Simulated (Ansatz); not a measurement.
Given:

ScGe:
```
ScGe
1.0
    2.00760    -5.04276     0.00000
    2.00760     5.04276     0.00000
    0.00000     0.00000     3.76347
Sc Ge
2 2
Cartesian
  2.00760  -3.66600   0.94087
  2.00760   3.66600   2.82260
  2.00760  -0.90436   0.94087
  2.00760   0.90436   2.82260
```

This is the r²SCAN-relaxed structure.

All from DFT-r²SCAN in the program Ansatz with PAW potentials, unless another level is named. Predict the electronic character.

metallic (no gap).

What about the density of states at the Fermi level?

0.48 states/eV per atom (mean over ±0.08 eV).

Predict the formation energy from the elements (no fitted shifts).

-0.92 eV/atom.

Space group Cmcm. The workflow started from a Materials Project entry (that database holds measured and hypothetical structures alike); the Crystallography Open Database copy checked does not list it. Its standing as an ambient phase is unchecked. Symmetry was held in the r²SCAN relaxation; its stability against distortions is not shown here. No spin polarisation was allowed. The references are the lowest solids computed at this level, not always the standard phases. Scalar-relativistic: spin–orbit coupling is off unless named, which matters more the heavier the elements.

Potentials: the later of the program's two PAW sets.
